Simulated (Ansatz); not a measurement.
A relaxation computed with Ansatz, from input to last step.

```yaml
crystal:
  lattice:
    - [-5.5598831, 5.5598831, 0.0]
    - [-5.5598831, 0.0, 5.5598831]
    - [0.0, 5.5598831, 5.5598831]
  atoms:
    - { symbol: Al, position: [0.9989456001, 0.9994955331, 0.5010210672] }
    - { symbol: Al, position: [0.0014997543, 0.5005916654, 0.4978412572] }
    - { symbol: Ga, position: [0.0010171815, 0.9942566066, 0.0016899832] }
    - { symbol: Ga, position: [0.4957234954, 0.9983905605, 0.0077740002] }
    - { symbol: Ga, position: [0.0003794103, 0.5012426438, 0.9982304885] }
    - { symbol: Ga, position: [0.5016777766, 0.4952126832, 0.0026366151] }
    - { symbol: Ga, position: [0.501046202, 0.9979872418, 0.4994601082] }
    - { symbol: Ga, position: [0.5006258696, 0.5006515714, 0.4922090074] }
    - { symbol: As, position: [0.872626817, 0.8741339489, 0.3732486076] }
    - { symbol: As, position: [0.3714605512, 0.8788294401, 0.381573315] }
    - { symbol: As, position: [0.8807873324, 0.3757443082, 0.3738656474] }
    - { symbol: As, position: [0.8775837495, 0.8716057392, 0.876568086] }
    - { symbol: As, position: [0.3766089727, 0.3706567838, 0.3798590464] }
    - { symbol: As, position: [0.379687986, 0.8745866996, 0.8718803033] }
    - { symbol: As, position: [0.8764678669, 0.3700974458, 0.8765813438] }
    - { symbol: As, position: [0.3782837845, 0.3801845187, 0.8730701204] }
  symmetry: { detect: false }
basis:
  ecutwfc: 420
kpoints:
  mp_grid: { grid: [2, 2, 2], shift: [0.5, 0.5, 0.5] }
hamiltonian:
  xc: pbe
scf:
  occupations: { method: gaussian, width: 0.1 }
  lower_state_search: "off"
output:
  forces: true
  stress: true
  eigenvalues: true
relax:
  adjacent_minimum: "off"
  f_tol: 0.04
  max_steps: 50
  cell: { stress_tol: 0.3 }
```

```bash
ansatz run input.yaml --threads 4 --pin off --max-ram 9216MiB --backend cpu --events-out ev --progress --plain --runs-dir out
```

Level of theory: Ansatz 0.2.0, DFT PBE, scalar-relativistic, plane waves, PAW.

Of 5 frames 5 are shown, positions in Å and forces in eV/Å; the SCF threshold varies from step to step. Steps run on the plane waves of an earlier cell, with a Pulay correction in the pressure. The basis is chosen afresh for the last frame, the zero of the energies, and at times for earlier ones too; energy and pressure can step there, also at an unchanged geometry. Where two frames share a geometry here, they differ by under 2 meV/atom and 0.3 GPa.

```xyz
16
Lattice="-5.5599 5.5599 0.0000 -5.5599 0.0000 5.5599 0.0000 5.5599 5.5599" Properties=species:S:1:pos:R:3:forces:R:3 pbc="T T T" step=1 free_energy_over_end_meV_per_atom=55.51 pressure_GPa=7.58
Al  -11.1111    8.3396    8.3427    0.1335   -0.2289    0.0887
Al   -2.7916    2.7763    5.5512    0.0777    0.2734    0.2711
Ga   -5.5336    0.0151    5.5373   -0.3665    0.0404   -0.0888
Ga   -8.3071    2.7994    5.5942   -0.4342   -0.1510   -0.0743
Ga   -2.7890    5.5522    8.3369    0.1049    0.2274   -0.2698
Ga   -5.5426    2.8039    2.7680   -0.2985    0.0773    0.2845
Ga   -8.3345    5.5627    8.3256   -0.1402    0.2258    0.2072
Ga   -5.5670    5.5200    5.5202   -0.3387    0.5981    0.4067
As   -9.7118    6.9269    6.9353   -0.2413    0.4641    0.1438
As   -6.9515    4.1868    7.0077    0.3587   -0.2078   -0.5355
As   -6.9862    6.9757    4.1677    0.3795   -0.2570   -0.1033
As   -9.7253    9.7529    9.7196    0.1502   -0.5275    0.1772
As   -4.1547    4.2059    4.1728    0.0567   -0.4991   -0.1649
As   -6.9736    6.9586    9.7102    0.3322    0.2438    0.2135
As   -6.9308    9.7467    6.9314   -0.2072   -0.0581   -0.0626
As   -4.2170    6.9574    6.9679    0.4330   -0.2209   -0.4933
16
Lattice="-5.6484 5.6498 -0.1303 -5.6475 -0.1294 5.6465 0.1256 5.6451 5.6427" Properties=species:S:1:pos:R:3:forces:R:3 pbc="T T T" step=2 free_energy_over_end_meV_per_atom=3.10 pressure_GPa=1.01
Al  -11.2495    8.3613    8.3588    0.0620   -0.0783   -0.0759
Al   -2.7734    2.7701    5.6598   -0.0062    0.0582   -0.0147
Ga   -5.6474   -0.1110    5.6468   -0.0333   -0.0146   -0.0588
Ga   -8.4731    2.7119    5.6045   -0.0149   -0.0320   -0.0825
Ga   -2.7150    5.5909    8.4764    0.1036    0.0169   -0.0935
Ga   -5.6508    2.7815    2.7490   -0.0130    0.0267    0.1187
Ga   -8.4183    5.5460    8.4020   -0.0161   -0.0357    0.0407
Ga   -5.5981    5.5923    5.5697   -0.0534    0.0469    0.0715
As   -9.8309    6.9481    6.9259   -0.0654    0.1236    0.1170
As   -7.0008    4.1158    7.0092    0.0684    0.0571   -0.0512
As   -7.0175    7.0183    4.1056    0.0395   -0.0180    0.0483
As   -9.7550    9.7615    9.7478   -0.0508   -0.0683    0.0845
As   -4.1718    4.1872    4.1758    0.0403   -0.0763   -0.0729
As   -6.9380    6.9505    9.8124    0.0161    0.0256    0.0313
As   -6.9336    9.8333    6.9203   -0.0790    0.0184    0.0003
As   -4.1199    7.0040    6.9948    0.0020   -0.0501   -0.0627
16
Lattice="-5.7114 5.7092 -0.0582 -5.7119 -0.0587 5.7122 0.0589 5.7099 5.7124" Properties=species:S:1:pos:R:3:forces:R:3 pbc="T T T" step=3 free_energy_over_end_meV_per_atom=0.72 pressure_GPa=0.01
Al  -11.4039    8.5155    8.5189   -0.0176    0.0176    0.0109
Al   -2.8324    2.8339    5.7200   -0.0402    0.0384    0.0225
Ga   -5.7076   -0.0473    5.7087   -0.0224    0.0147    0.0094
Ga   -8.5636    2.8033    5.6907   -0.0426    0.0291   -0.0025
Ga   -2.7992    5.6878    8.5716    0.0043    0.0266   -0.0020
Ga   -5.7106    2.8379    2.8189   -0.0315    0.0304    0.0574
Ga   -8.5402    5.6680    8.5329   -0.0293    0.0042    0.0262
Ga   -5.6833    5.6863    5.6692   -0.0410    0.0399    0.0589
As   -9.9781    7.1015    7.0871    0.0180   -0.0022   -0.0016
As   -7.1099    4.2344    7.1160    0.0462   -0.0132   -0.0248
As   -7.1226    7.1291    4.2322    0.0258   -0.0261   -0.0220
As   -9.9382    9.9365    9.9380    0.0106   -0.0298   -0.0041
As   -4.2513    4.2612    4.2559    0.0484   -0.0419   -0.0488
As   -7.0831    7.0949    9.9669    0.0315   -0.0282   -0.0206
As   -7.0841    9.9735    7.0776    0.0069   -0.0143   -0.0225
As   -4.2312    7.1168    7.1122    0.0329   -0.0453   -0.0365
16
Lattice="-5.7047 5.7026 -0.0725 -5.7057 -0.0734 5.7055 0.0721 5.7022 5.7042" Properties=species:S:1:pos:R:3:forces:R:3 pbc="T T T" step=4 free_energy_over_end_meV_per_atom=0.56 pressure_GPa=0.00
Al  -11.3900    8.4932    8.4985    0.0031    0.0006   -0.0019
Al   -2.8329    2.8274    5.7176    0.0030    0.0009   -0.0021
Ga   -5.7011   -0.0604    5.7052   -0.0016   -0.0016    0.0008
Ga   -8.5610    2.7892    5.6703    0.0016   -0.0008   -0.0023
Ga   -2.7759    5.6775    8.5572   -0.0010   -0.0025   -0.0003
Ga   -5.7080    2.8266    2.8165    0.0008   -0.0014   -0.0018
Ga   -8.5247    5.6418    8.5143    0.0012   -0.0014    0.0005
Ga   -5.6719    5.6784    5.6618    0.0002   -0.0020    0.0003
As   -9.9617    7.0788    7.0702    0.0012    0.0016   -0.0030
As   -7.0923    4.2112    7.0940   -0.0019    0.0007    0.0029
As   -7.1090    7.1152    4.2175    0.0025    0.0019   -0.0022
As   -9.9128    9.9134    9.9058   -0.0029    0.0004   -0.0004
As   -4.2398    4.2484    4.2407   -0.0014   -0.0006    0.0043
As   -7.0619    7.0655    9.9468   -0.0007    0.0001    0.0021
As   -7.0601    9.9502    7.0518   -0.0030    0.0016    0.0025
As   -4.2089    7.1011    7.0948   -0.0011    0.0024    0.0006
16
Lattice="-5.7047 5.7026 -0.0725 -5.7057 -0.0734 5.7055 0.0721 5.7022 5.7042" Properties=species:S:1:pos:R:3:forces:R:3 pbc="T T T" step=5 free_energy_over_end_meV_per_atom=0.00 pressure_GPa=0.01
Al  -11.3900    8.4932    8.4985    0.0030    0.0007   -0.0018
Al   -2.8329    2.8274    5.7176    0.0029    0.0010   -0.0020
Ga   -5.7011   -0.0604    5.7052   -0.0017   -0.0015    0.0008
Ga   -8.5610    2.7892    5.6703    0.0016   -0.0008   -0.0021
Ga   -2.7759    5.6775    8.5572   -0.0012   -0.0024   -0.0002
Ga   -5.7080    2.8266    2.8165    0.0007   -0.0013   -0.0017
Ga   -8.5247    5.6418    8.5143    0.0011   -0.0012    0.0007
Ga   -5.6719    5.6784    5.6618    0.0002   -0.0019    0.0004
As   -9.9617    7.0788    7.0702    0.0013    0.0015   -0.0031
As   -7.0923    4.2112    7.0940   -0.0018    0.0006    0.0028
As   -7.1090    7.1152    4.2175    0.0027    0.0017   -0.0024
As   -9.9128    9.9134    9.9058   -0.0028    0.0004   -0.0005
As   -4.2398    4.2484    4.2407   -0.0014   -0.0006    0.0042
As   -7.0619    7.0655    9.9468   -0.0006    0.0000    0.0020
As   -7.0601    9.9502    7.0518   -0.0029    0.0015    0.0024
As   -4.2089    7.1011    7.0948   -0.0010    0.0023    0.0006
```

The run took 48 s on 4 threads of Arm Neoverse V1, on a shared host, peak memory 1.1 GiB.

The k mesh is coarse.